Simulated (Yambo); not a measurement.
A BSE run in Yambo for AlBO$_{3}$ (space group R-3c, No. 167) (PBEsol bands; 6×6×6 mesh, 11 valence and 3 conduction bands, static screening with 53 bands and a 3 Ry block, scissor 2.63 eV, Tamm-Dancoff; field along x) gives:

```json
[
 {"state": "1", "energy (eV)": "7.42", "states within 2 meV": "2", "relative strength": "< 0.01", "class": "dark"},
 {"state": "2", "energy (eV)": "7.68", "states within 2 meV": "1", "relative strength": "< 0.01", "class": "dark"},
 {"state": "3", "energy (eV)": "7.89", "states within 2 meV": "1", "relative strength": "< 0.01", "class": "dark"},
 {"state": "4", "energy (eV)": "7.92", "states within 2 meV": "2", "relative strength": "0.15", "class": "strong"},
 {"state": "5", "energy (eV)": "8.09", "states within 2 meV": "2", "relative strength": "< 0.01", "class": "dark"}
]
```

Axes are Cartesian, with cell vectors (Å) (2.25, 1.30, 4.63), (-2.25, 1.30, 4.63), (0.00, -2.60, 4.63).

Q: What changes when the screening block is changed to 1 Ry?

A: The lowest state goes from 7.415 eV to 7.400 eV, and its distance below the direct gap from 1.067 eV to 1.083 eV. These are vertical excitations (zero momentum); the indirect quasiparticle gap, about 8.35 eV, is smaller than the direct one (8.57 eV on the GW mesh). The scissor comes from a G0W0 run whose convergence isn't established.

Geometry of the Materials Project entry, not relaxed at this level; primitive cell a = b = c = 5.314 Å, α = β = γ = 50.16°.
